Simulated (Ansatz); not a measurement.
Input:

GaAs:
Space group P6₃mc (No. 186); a = 3.993 Å, b = 3.993 Å, c = 6.584 Å, α = 90.00°, β = 90.00°, γ = 120.00°

| atom | site | symmetry | x | y | z |
|---|---|---|---|---|---|
| Ga | 2b | 3m. | 0.3333 | 0.6667 | 0.0001 |
| As | 2b | 3m. | 0.3333 | 0.6667 | 0.3739 |

This is the r²SCAN-relaxed structure.

### Question
All from DFT-r²SCAN in the program Ansatz with PAW potentials, unless another level is named. Predict the electronic dielectric constant ε∞ (DFPT).

### Answer
10.9 (xx = yy), 11.3 (zz).

### Question
Next, the Bader charges?

### Answer
Ga +0.78, As -0.78 e.

### Question
Give the static dielectric constant ε0 (ions relaxed, cell fixed).

### Answer
12.7 (xx = yy), 13.3 (zz).

### Question
Give the Born charges (a third of the trace).

### Answer
Ga +2.08, As -2.08 e.

Space group P6_3mc (wurtzite). The first step of the workflow began from a Materials Project structure, measured or hypothetical; the Crystallography Open Database copy checked does not list it. It is not the phase usual at ambient conditions (space group No. 216). The r²SCAN relaxation kept the symmetry of its start; its stability against distortions is not shown here. Spin–orbit coupling is left out wherever it is not named.

Potentials: the earlier of the program's two PAW sets. The files were generated under PBE; for other functionals the program regenerates the frozen cores, and for LDA and PBEsol the local potential too.
